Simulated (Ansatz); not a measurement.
Crystal: HfC, rock salt type, 2 atoms in the cell.

Theory: Ansatz, HSE06, plane waves, PAW datasets (earlier set, tuned by hand).

Cutoff 820 eV; exchange singularity: regularized; k-mesh 4×4×4 Γ-centred; Fermi–Dirac smearing of 0.1 eV; no spin polarisation; no spin–orbit coupling.

(1) What equilibrium volume, lattice constant and bulk modulus does this give?

Results:

(1) V₀ = 12.502 Å³/atom (a₀ = 4.642 Å), B₀ = 226 GPa, B₀′ = 3.69. The points behind the fit:

```tsv
V (Å³/atom)	a (Å)	E − E(min) (meV/atom)	P (GPa)
11.563	4.5225	54.23	20.51
11.940	4.5712	17.16	11.27
12.317	4.6188	0.03	3.48
12.694	4.6654	0.00	-3.31
13.071	4.7112	15.01	-9.34
```

The stress includes the program's correction for the finite plane-wave basis.

The k-mesh is coarse, so these values belong to this mesh and can lie far from the converged ones.
